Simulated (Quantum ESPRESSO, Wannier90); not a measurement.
## Wannier functions of HgF₂ (fluorite)

Structure: Materials Project mp-8177, symmetrised, not relaxed again. COD (Crystallography Open Database) has an entry of this formula and space group (matched by these alone). Method: PBEsol plane waves in Quantum ESPRESSO 7.5 (PseudoDojo norm-conserving files, 68 Ry, no spin polarisation, no spin-orbit coupling), Bloch states on a 10×10×10 mesh through Γ, Wannier90 4.0.1. Density: 10×10×10 mesh, cold smearing 0.01 Ry. Spin-orbit coupling is left out although heavy elements are present.

```
begin unit_cell_cart
ang
    0.0000000000    2.7781800000    2.7781800000
    2.7781800000    0.0000000000    2.7781800000
    2.7781800000    2.7781800000    0.0000000000
end unit_cell_cart
mp_grid = 10 10 10
```

Problem. Which shells of neighbouring k-points and which b-vectors and weights does Wannier90 pick for this cell and mesh?

Solution. 
```
 *---------------------------------- K-MESH ----------------------------------*
 +----------------------------------------------------------------------------+
 |                    Distance to Nearest-Neighbour Shells                    |
 |                    ------------------------------------                    |
 |          Shell             Distance (Ang^-1)          Multiplicity         |
 |          -----             -----------------          ------------         |
 |             1                   0.195862                      8            |
 |             2                   0.226162                      6            |
 |             3                   0.319841                     12            |
 |             4                   0.375047                     24            |
 |             5                   0.391724                      8            |
 |             6                   0.452324                      6            |
 |             7                   0.492908                     24            |
 |             8                   0.505713                     24            |
       ... (lines left out)
 +----------------------------------------------------------------------------+
 | The b-vectors are chosen automatically                                     |
 | The following shells are used:                       1                     |
 +----------------------------------------------------------------------------+
 |                        Shell   # Nearest-Neighbours                        |
 |                        -----   --------------------                        |
 |                          1               8                                 |
 +----------------------------------------------------------------------------+
 | Completeness relation is fully satisfied [Eq. (B1), PRB 56, 12847 (1997)]  |
 +----------------------------------------------------------------------------+
 |                  b_k Vectors (Ang^-1) and Weights (Ang^2)                  |
 |                  ----------------------------------------                  |
 |            No.         b_k(x)      b_k(y)      b_k(z)        w_b           |
 |            ---        --------------------------------     --------        |
 |             1         0.113081    0.113081   -0.113081     9.775321        |
 |             2         0.113081   -0.113081    0.113081     9.775321        |
 |             3        -0.113081    0.113081    0.113081     9.775321        |
 |             4         0.113081    0.113081    0.113081     9.775321        |
 |             5        -0.113081   -0.113081    0.113081     9.775321        |
 |             6        -0.113081    0.113081   -0.113081     9.775321        |
 |             7         0.113081   -0.113081   -0.113081     9.775321        |
 |             8        -0.113081   -0.113081   -0.113081     9.775321        |
```
